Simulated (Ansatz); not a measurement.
Starting cell, MnO (rock salt):

```xyz
2
Lattice="0.0000 2.2202 2.2202 2.2202 0.0000 2.2202 2.2202 2.2202 0.0000" Properties=species:S:1:pos:R:3 pbc="T T T"
O      0.0000     0.0000     0.0000
Mn     2.2202     2.2202     2.2202
```

In this cell atom 1 (O, nearest neighbour Mn at 2.220 Å; its periodic images, 3.1 Å or more away, move with it) is moved by s along Cartesian x, unit vector (1.000, 0.000, 0.000); all other atoms and the cell stay fixed.

Computed with PBE (plane waves to 420 eV, PAW, scalar-relativistic; Ansatz, a first-principles code). k mesh 15×15×15 (Γ-centred), Fermi-Dirac smearing 0.05 eV. E stands for the smeared free energy. Stress and pressure are positive under compression. With partly filled bands, energies and forces of such displacements shift with the k mesh and the smearing. F∥ is the force on the atom along that direction. On this mesh the relaxed cell isn't quite at rest: it carries a pressure of 0.2 GPa (compression positive) at the zero of the scan. MnO is run spin-polarised and with no Hubbard U; the real compound is an antiferromagnetic insulator, a state that this run doesn't describe. MnO was relaxed with its symmetry unable to fall. Relaxed MnO ends ferromagnetic. Other magnetic orders were not checked, so this need not be the ground state. The zero of ΔE is the undisplaced structure.

| s (Å) | ΔE (meV/cell) | moment (μB/cell) | F∥ (eV/Å) | P (GPa) |
|---|---|---|---|---|
| -0.440 | 554 | 4.90 | 3.703 | 20.7 |
| -0.352 | 298 | 4.92 | 2.196 | 13.8 |
| -0.264 | 149 | 4.87 | 1.296 | 7.9 |
| -0.176 | 61 | 4.80 | 0.739 | 3.4 |
| -0.088 | 14 | 4.77 | 0.333 | 1.0 |
| 0.000 | 0 | 4.76 | 0.000 | 0.2 |
| 0.088 | 14 | 4.77 | -0.333 | 1.0 |
| 0.176 | 61 | 4.80 | -0.739 | 3.4 |
| 0.264 | 149 | 4.87 | -1.296 | 7.9 |
| 0.352 | 298 | 4.92 | -2.196 | 13.8 |
| 0.440 | 554 | 4.90 | -3.703 | 20.7 |

Read from the data:

Energy at s = 0.440 Å: 554 meV/cell
Force along the line at s = -0.440 Å: 3.70 eV/Å
Symmetry of the curve: even: the same for both signs
Shape of the curve: a single well with its minimum at or next to zero displacement
Force constant k = d²E/ds² at s = 0 (finite differences): 3.64 eV/Å²
Harmonic estimate at the end of the scan: ½ks² = 353 meV/cell against the computed 554 meV/cell, so the well is stiffer than harmonic there
Zone-centre optical wavenumber from k: 283 cm⁻¹

The 11 points together took very roughly 6 core-minutes.

(For displaced atoms, the force is minus the slope of the energy, and its curvature is a force constant, which sets phonon frequencies.)
